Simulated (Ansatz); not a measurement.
## A crystal of composition CO2 at more than one level of theory

Plane-wave PAW calculations in Ansatz, scalar-relativistic unless spin-orbit coupling is named; Γ-centred meshes, relaxations with the symmetry kept. Pressure is positive in compression. No spin polarisation at the first level.

Cutoff 420 eV; k points 4×4×4 on the computed 12-atom cell (Γ-centred); Gaussian smearing, width 0.02 eV; no spin polarisation.

Structure relaxed with PBE+D3(BJ):

```xyz
12
Lattice="5.7169 0.0000 0.0000 0.0000 5.7169 0.0000 0.0000 0.0000 5.7169" Properties=species:S:1:pos:R:3 pbc="T T T"
C     0.0000    0.0000    0.0000
C     2.8584    0.0000    2.8584
C     2.8584    2.8584    0.0000
C     0.0000    2.8584    2.8584
O     0.6749    0.6749    0.6749
O     2.1836    5.0420    3.5333
O     3.5333    2.1836    5.0420
O     5.0420    3.5333    2.1836
O     5.0420    5.0420    5.0420
O     3.5333    0.6749    2.1836
O     2.1836    3.5333    0.6749
O     0.6749    2.1836    3.5333
```

```tsv
level	cell	cutoff (eV)	k mesh	primitive cell	V (Å³/atom)	P (GPa; residual where relaxed)	gap on mesh (eV)
PBE+D3(BJ)	relaxed	420	4×4×4	a = 5.72 Å, b = 5.72 Å, c = 5.72 Å, α = 90.00°, β = 90.00°, γ = 90.00°	15.6	0.01	6.74
r2SCAN+D3(BJ)	relaxed	500	4×4×4	a = 5.50 Å, b = 5.50 Å, c = 5.50 Å, α = 90.00°, β = 90.00°, γ = 90.00°	13.8	0.01	7.57
```

The volumes differ by 13 %: in a crystal of weakly bound units the cell follows the treatment of dispersion. All levels here carry a dispersion correction, so this is the spread between functionals with their corrections.

The D3 damping used with r2SCAN was fitted together with a three-body term that is left out here.

Cost: 2 runs of about 2.6 core-minutes in all, on Arm Neoverse V2 (shared hosts).